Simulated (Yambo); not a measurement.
G0W0@PBEsol for SrCd$_{2}$P$_{2}$ (space group P-3m1, No. 164) in Yambo (3×3×2 mesh, 8 Ry block, plasmon pole, screening fixed), without a terminator:

```csv
bands N in G,gap Γ → Γ (eV),shift of the valence edge (eV)
90,1.239,-0.118
149,1.269,-0.380
230,1.304,-0.507
```

Question: Extrapolate both columns to infinite N with E(N) = E∞ + A/N, test the form, and compare with the terminator.

Answer: From two points, E∞ = (N2 E2 − N1 E1)/(N2 − N1). The two largest N give 1.37 eV for the gap and -0.74 eV for the shift; the two smallest give 1.31 eV and -0.78 eV. For the gap the slopes A are -6.8 and -15 eV: the form isn't reached, and its limit is uncertain. For the shift the slopes A are 60 and 54 eV: the 1/N form holds. With the Bruneval-Gonze terminator and 230 bands the run gives 1.33 eV and -0.60 eV, 0.04 eV and 0.14 eV from the extrapolated values: the terminator too is an estimate of the remainder. Block, mesh and the bands in W are held fixed.

Spin-orbit coupling is not included.

Geometry of the Materials Project entry, not relaxed at this level; primitive cell a = 4.3595 Å, b = 4.3595 Å, c = 7.3115 Å, α = 90.00°, β = 90.00°, γ = 120.00°.

The structure is a Materials Project entry; no match was found in the copy of COD used, and its stability was not checked.

A shift is the quasiparticle energy of the state minus its PBEsol energy.
